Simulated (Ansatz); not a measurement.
## Rb3Pt: energy against volume and a worked fit

```cif
data_structure
_symmetry_space_group_name_H-M 'Pm-3m'
_symmetry_Int_Tables_number 221
_cell_length_a 5.4988
_cell_length_b 5.4988
_cell_length_c 5.4988
_cell_angle_alpha 90.000
_cell_angle_beta 90.000
_cell_angle_gamma 90.000
_cell_volume 166.27
loop_
_atom_site_label
_atom_site_type_symbol
_atom_site_symmetry_multiplicity
_atom_site_Wyckoff_symbol
_atom_site_fract_x
_atom_site_fract_y
_atom_site_fract_z
_atom_site_occupancy
Pt1 Pt 1 b 0.50000 0.50000 0.50000 1
Rb1 Rb 3 d 0.50000 0.00000 0.00000 1
```

The cell comes from a database or a generator and needn't be the stable form of this composition.

The cell was scaled at fixed shape and fractions and run with Ansatz, Ansatz PAW, cutoff 420 eV; PBE, k mesh 5 × 5 × 5 on the cell of 4 atoms, fermi-dirac occupations of 0.05 eV, no spin polarisation, no spin-orbit coupling. Energies are those that the program minimises, any entropy of the smearing included. For a metal such a mesh isn't converged to the digits shown.

| V (Å³/atom) | energy over the lowest row (meV/atom) |
| --- | --- |
| 39.0723 | 2.976 |
| 39.9037 | 0.897 |
| 40.7350 | 0.000 |
| 41.5663 | ? |
| 42.3976 | 1.268 |
| 43.2290 | 3.228 |
| 44.0603 | 5.954 |

Problem. Fit the third-order Birch-Murnaghan form, give V0, B0 and B′, and predict the energy left open.

Solution. With y = (V0/V)^(2/3), E = E0 + (9 V0 B0/16) [(y - 1)³ B′ + (y - 1)² (6 - 4y)]. Least squares through the rows shown give V0 = 41.0155 Å³/atom, E0 = -0.059 meV, B0 = 9.687 GPa (1 eV/Å³ = 160.218 GPa) and B′ = 4.35, with a largest miss of 0.001 meV. At V = 41.5663 the form with these constants gives 0.159 meV; the run gave 0.159 meV an atom.
